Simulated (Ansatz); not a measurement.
# Hf: eigenvalues along the path

```xyz
2
Lattice="3.1860 0.0000 0.0000 -1.5930 2.7592 0.0000 0.0000 0.0000 5.0409" Properties=species:S:1:pos:R:3 pbc="T T T"
Hf    0.0000    1.8394    1.2602
Hf    1.5930    0.9197    3.7807
```

Atoms are numbered in the order listed.

The geometry is COD entry 9008501, unchecked; take it as a test cell. The listed cell was then made from it by scaling, straining or moving an atom.

No spin–orbit coupling, which matters for the heavy atoms here.

Computed with Ansatz 0.2.0, DFT, PBEsol, all-electron LAPW, scalar-relativistic.

Settings: a Γ-centred 13×13×7 k mesh, Fermi–Dirac smearing of 0.05 eV, basis error target 0.5 meV/atom, no spin polarisation.

Path points, in fractions of the reciprocal vectors: Γ (0.000, 0.000, 0.000), M (0.500, 0.000, 0.000), K (0.333, 0.333, 0.000), A (0.000, 0.000, 0.500), L (0.500, 0.000, 0.500), H (0.333, 0.333, 0.500). Levels in eV from the Fermi level; bands 19 to 42, counted from the lowest band of the run. The gap is zero.

```
# k(1/Å) point b19 b20 b21 b22 b23 b24 b25 b26 b27 b28 b29 b30 b31 b32 b33 b34 b35 b36 b37 b38 b39 b40 b41 b42
0.000 Γ -11.84 -11.81 -11.80 -11.80 -11.80 -11.80 -11.80 -11.79 -11.79 -11.78 -11.76 -11.76 -11.72 -11.72 -7.42 -3.75 0.70 1.16 1.16 1.44 1.99 1.99 2.63 2.63
0.228 - -11.84 -11.81 -11.81 -11.80 -11.80 -11.80 -11.80 -11.79 -11.79 -11.78 -11.77 -11.76 -11.73 -11.73 -7.11 -3.45 0.29 0.52 1.45 1.65 1.95 2.26 2.28 2.35
0.455 - -11.83 -11.81 -11.81 -11.81 -11.80 -11.79 -11.79 -11.78 -11.78 -11.77 -11.77 -11.77 -11.74 -11.74 -6.27 -2.72 -0.59 -0.29 1.01 1.73 1.79 2.29 2.67 3.05
0.683 - -11.84 -11.82 -11.81 -11.80 -11.79 -11.79 -11.78 -11.78 -11.77 -11.77 -11.77 -11.77 -11.76 -11.74 -5.08 -2.28 -1.46 -0.67 0.77 1.25 1.27 3.61 3.70 4.24
0.911 - -11.84 -11.83 -11.81 -11.80 -11.79 -11.79 -11.79 -11.78 -11.77 -11.77 -11.77 -11.76 -11.75 -11.74 -3.94 -2.55 -2.06 -0.76 0.88 0.98 1.35 5.16 5.17 5.55
1.139 M -11.84 -11.83 -11.81 -11.80 -11.80 -11.79 -11.78 -11.78 -11.78 -11.77 -11.76 -11.75 -11.75 -11.74 -3.38 -2.80 -2.27 -0.78 0.76 0.87 1.67 5.93 6.45 6.52
1.270 - -11.84 -11.83 -11.81 -11.80 -11.80 -11.79 -11.79 -11.78 -11.77 -11.77 -11.76 -11.75 -11.75 -11.74 -3.28 -2.69 -2.25 -0.84 0.69 0.85 1.69 5.91 5.97 6.42
1.402 - -11.83 -11.83 -11.81 -11.81 -11.79 -11.79 -11.79 -11.78 -11.77 -11.77 -11.76 -11.75 -11.75 -11.74 -3.00 -2.40 -2.22 -1.00 0.54 0.77 1.76 5.43 5.81 6.20
1.533 - -11.83 -11.83 -11.81 -11.81 -11.80 -11.79 -11.79 -11.78 -11.77 -11.77 -11.76 -11.76 -11.74 -11.74 -2.59 -2.19 -2.00 -1.22 0.38 0.64 1.85 5.10 5.61 5.98
1.665 - -11.83 -11.82 -11.81 -11.81 -11.80 -11.80 -11.78 -11.78 -11.77 -11.77 -11.77 -11.76 -11.74 -11.74 -2.17 -2.16 -1.66 -1.45 0.30 0.50 1.97 5.05 5.38 5.84
1.796 K -11.83 -11.81 -11.81 -11.81 -11.80 -11.80 -11.78 -11.78 -11.78 -11.77 -11.77 -11.76 -11.74 -11.74 -2.17 -1.81 -1.81 -1.45 0.36 0.36 2.04 5.25 5.25 5.76
2.059 - -11.83 -11.82 -11.81 -11.81 -11.81 -11.79 -11.79 -11.77 -11.77 -11.77 -11.77 -11.77 -11.75 -11.74 -2.78 -2.09 -1.58 -1.44 0.24 0.81 1.55 4.44 5.23 5.90
2.322 - -11.82 -11.82 -11.82 -11.82 -11.80 -11.78 -11.78 -11.78 -11.77 -11.77 -11.76 -11.76 -11.76 -11.75 -4.36 -1.66 -1.54 -1.34 0.50 0.74 1.43 3.48 4.44 5.43
2.585 - -11.83 -11.81 -11.81 -11.81 -11.79 -11.78 -11.78 -11.78 -11.78 -11.78 -11.77 -11.77 -11.75 -11.74 -5.91 -2.39 -0.83 -0.61 0.87 1.19 1.97 2.65 2.74 3.61
2.848 - -11.84 -11.81 -11.81 -11.80 -11.80 -11.80 -11.79 -11.79 -11.79 -11.78 -11.77 -11.76 -11.73 -11.73 -7.01 -3.36 0.18 0.38 1.52 1.60 1.99 2.11 2.36 2.38
3.111 Γ -11.84 -11.81 -11.80 -11.80 -11.80 -11.80 -11.80 -11.79 -11.79 -11.78 -11.76 -11.76 -11.72 -11.72 -7.42 -3.75 0.70 1.16 1.16 1.44 1.99 1.99 2.63 2.63
3.235 - -11.84 -11.81 -11.81 -11.81 -11.80 -11.79 -11.79 -11.79 -11.79 -11.78 -11.76 -11.76 -11.72 -11.72 -7.32 -3.80 0.56 1.10 1.10 1.36 1.91 1.91 2.79 2.79
3.360 - -11.84 -11.82 -11.82 -11.81 -11.80 -11.80 -11.80 -11.78 -11.78 -11.78 -11.76 -11.76 -11.72 -11.72 -7.05 -3.96 0.25 0.99 0.99 1.13 1.71 1.71 3.19 3.19
3.485 - -11.84 -11.82 -11.82 -11.81 -11.81 -11.81 -11.80 -11.78 -11.77 -11.77 -11.76 -11.76 -11.72 -11.72 -6.61 -4.29 0.01 0.80 0.93 0.93 1.46 1.46 3.72 3.72
3.609 - -11.83 -11.82 -11.82 -11.82 -11.82 -11.82 -11.79 -11.78 -11.77 -11.77 -11.76 -11.76 -11.72 -11.72 -6.05 -4.80 -0.03 0.45 0.94 0.94 1.22 1.22 4.29 4.29
3.734 A -11.83 -11.83 -11.82 -11.82 -11.82 -11.82 -11.79 -11.79 -11.76 -11.76 -11.76 -11.76 -11.72 -11.72 -5.42 -5.42 0.14 0.14 1.04 1.04 1.04 1.04 4.82 4.82
3.962 - -11.82 -11.82 -11.82 -11.82 -11.82 -11.82 -11.79 -11.79 -11.76 -11.76 -11.76 -11.76 -11.73 -11.73 -5.16 -5.16 -0.09 -0.09 0.93 0.93 1.26 1.26 4.75 4.75
4.189 - -11.82 -11.82 -11.81 -11.81 -11.81 -11.81 -11.78 -11.78 -11.77 -11.77 -11.76 -11.76 -11.74 -11.74 -4.48 -4.48 -0.52 -0.52 0.65 0.65 1.83 1.83 4.68 4.68
4.417 - -11.82 -11.82 -11.81 -11.81 -11.80 -11.80 -11.78 -11.78 -11.77 -11.77 -11.76 -11.76 -11.75 -11.75 -3.79 -3.79 -0.82 -0.82 0.53 0.53 2.40 2.40 4.95 4.95
4.645 - -11.82 -11.82 -11.81 -11.81 -11.80 -11.80 -11.78 -11.78 -11.77 -11.77 -11.76 -11.76 -11.75 -11.75 -3.49 -3.49 -0.96 -0.96 0.92 0.92 2.62 2.62 5.63 5.63
4.873 L -11.82 -11.82 -11.81 -11.81 -11.80 -11.80 -11.78 -11.78 -11.77 -11.77 -11.76 -11.76 -11.75 -11.75 -3.45 -3.45 -1.01 -1.01 1.22 1.22 2.65 2.65 6.15 6.15
5.004 - -11.82 -11.82 -11.81 -11.81 -11.80 -11.80 -11.78 -11.78 -11.77 -11.77 -11.77 -11.77 -11.75 -11.75 -3.35 -3.35 -0.96 -0.96 0.94 0.94 2.73 2.73 5.82 5.82
5.135 - -11.82 -11.82 -11.81 -11.81 -11.80 -11.80 -11.78 -11.78 -11.77 -11.77 -11.77 -11.77 -11.75 -11.75 -3.08 -3.08 -0.81 -0.81 0.36 0.36 2.74 2.74 5.65 5.65
5.267 - -11.81 -11.81 -11.81 -11.81 -11.80 -11.80 -11.78 -11.78 -11.78 -11.78 -11.78 -11.78 -11.74 -11.74 -2.66 -2.66 -0.72 -0.72 -0.17 -0.17 2.60 2.60 5.50 5.50
5.398 - -11.81 -11.81 -11.80 -11.80 -11.80 -11.80 -11.79 -11.79 -11.78 -11.78 -11.78 -11.78 -11.74 -11.74 -2.17 -2.17 -1.09 -1.09 -0.22 -0.22 2.51 2.51 5.25 5.25
5.530 H -11.81 -11.81 -11.80 -11.80 -11.79 -11.79 -11.79 -11.79 -11.78 -11.78 -11.78 -11.78 -11.74 -11.74 -1.79 -1.79 -1.48 -1.48 -0.18 -0.18 2.52 2.52 5.11 5.11
5.793 - -11.81 -11.81 -11.80 -11.80 -11.79 -11.79 -11.79 -11.79 -11.78 -11.78 -11.77 -11.77 -11.75 -11.75 -2.52 -2.52 -0.86 -0.86 -0.18 -0.18 2.27 2.27 5.60 5.60
6.056 - -11.82 -11.82 -11.81 -11.81 -11.80 -11.80 -11.78 -11.78 -11.77 -11.77 -11.76 -11.76 -11.76 -11.76 -3.28 -3.28 -0.79 -0.79 0.09 0.09 2.22 2.22 5.18 5.18
6.319 - -11.82 -11.82 -11.81 -11.81 -11.81 -11.81 -11.78 -11.78 -11.77 -11.77 -11.76 -11.76 -11.75 -11.75 -4.20 -4.20 -0.62 -0.62 0.47 0.47 2.02 2.02 4.54 4.54
6.582 - -11.82 -11.82 -11.82 -11.82 -11.82 -11.82 -11.78 -11.78 -11.76 -11.76 -11.76 -11.76 -11.73 -11.73 -5.07 -5.07 -0.15 -0.15 0.89 0.89 1.33 1.33 4.71 4.71
6.845 A -11.83 -11.83 -11.82 -11.82 -11.82 -11.82 -11.79 -11.79 -11.76 -11.76 -11.76 -11.76 -11.72 -11.72 -5.42 -5.42 0.14 0.14 1.04 1.04 1.04 1.04 4.82 4.82
```
